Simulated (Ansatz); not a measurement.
The relaxed structure here is a generated cell of PtSe2: the first start was made by a random draw of sites in a space group, and the end was not matched to a known phase here, so it may be hypothetical. Known forms of PtSe2 include space group No. 164.

A relaxed structure of PtSe₂. Space group P6/mmm (No. 191). Computed with r2SCAN (plane waves to 500 eV, PAW, scalar-relativistic; Ansatz, a program for electronic structure).

```cif
data_Pt2Se4
_chemical_formula_sum 'Pt2 Se4'
_space_group_name_H-M_alt 'P6/mmm'
_space_group_IT_number 191
_space_group_name_Hall '-P 6 2'
_cell_length_a 7.36701
_cell_length_b 7.36701
_cell_length_c 2.96463
_cell_angle_alpha 90.000
_cell_angle_beta 90.000
_cell_angle_gamma 120.000
loop_
_atom_site_label
_atom_site_type_symbol
_atom_site_symmetry_multiplicity
_atom_site_Wyckoff_symbol
_atom_site_fract_x
_atom_site_fract_y
_atom_site_fract_z
_atom_site_occupancy
Pt1 Pt 2 d 0.33333 0.66667 0.50000 1
Se1 Se 1 b 0.00000 0.00000 0.50000 1
Se2 Se 3 f 0.00000 0.50000 0.00000 1
```

Problem. Estimate the magnetic moment that r2SCAN returns for this input.

Solution. Net 0.20 μB/atom, ferromagnetic.

Spin state reached: ferromagnetic (net 0.20 μB/atom); other spin orders were not run from this start.

The run could not lose the symmetry of its start, so the end can be a saddle point.

All atoms sit on sites fixed by symmetry, so only the cell could relax.
